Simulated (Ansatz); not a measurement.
## Pressure against volume: LuHg

```
Lu Hg
1.0
     3.60700    0.00000    0.00000
     0.00000    3.60700    0.00000
     0.00000    0.00000    3.60700
Lu Hg
1 1
Direct
  0.50000 0.50000 0.50000
  0.00000 0.00000 0.00000
```

The geometry is COD entry 1523433, unchecked; take it as a test cell.

Spin–orbit coupling is left out, though it moves levels of the heavy atoms by tenths of an eV or more.

Levels of theory: DFT, LDA, all-electron LAPW, scalar-relativistic (Ansatz 0.2.0); DFT, LDA, PAW with Ansatz's default frozen-core files, scalar-relativistic (Ansatz 0.2.0).

For LAPW: a Γ-centred 10×10×10 k mesh, Fermi–Dirac smearing of 0.05 eV, basis error target 0.25 meV/atom, no spin polarisation. PAW takes a cutoff of 420 eV at this cell (files made with PBE, cores remade for this functional). The Ansatz runs share mesh, smearing and spin set-up. Plane-wave (PAW) pressures include the program's estimate of the Pulay term.

The cell above is scaled evenly, with fractional coordinates and shape held.

```tsv
V/V(cell)	V (Å³/atom)	P, LAPW (GPa)	P, PAW (GPa)	free energy over the lowest listed, PAW (meV/atom)
0.9400	22.056	0.90	0.89	0.0
0.9600	22.526	-0.99	-1.00	0.2
0.9800	22.995	-2.68	-2.68	5.6
0.9900	23.230	?	?	?
1.0000	23.464	-4.17	-4.17	15.7
1.0100	23.699	-4.85	-4.85	22.3
1.0200	23.934	-5.50	-5.50	29.9
1.0400	24.403	-6.67	-6.67	47.8
1.0600	24.872	-7.70	-7.70	68.8
```

Q: Fill in the row V/V(cell) = 0.9900.

A: P, LAPW (GPa) = -3.45, P, PAW (GPa) = -3.45, free energy over the lowest listed, PAW (meV/atom) = 10.1.

Q: What do Birch–Murnaghan fits to the pressures give?

A: LAPW: V0 = 22.27 Å³/atom, B0 = 90 GPa, B0′ = 4.7; PAW: V0 = 22.27 Å³/atom, B0 = 90 GPa, B0′ = 4.7.

PAW's V0 lies -0.01 % from the all-electron value and its B0 -0.1 %. Symmetry fixes shape and coordinates here, so this is the relaxed modulus.
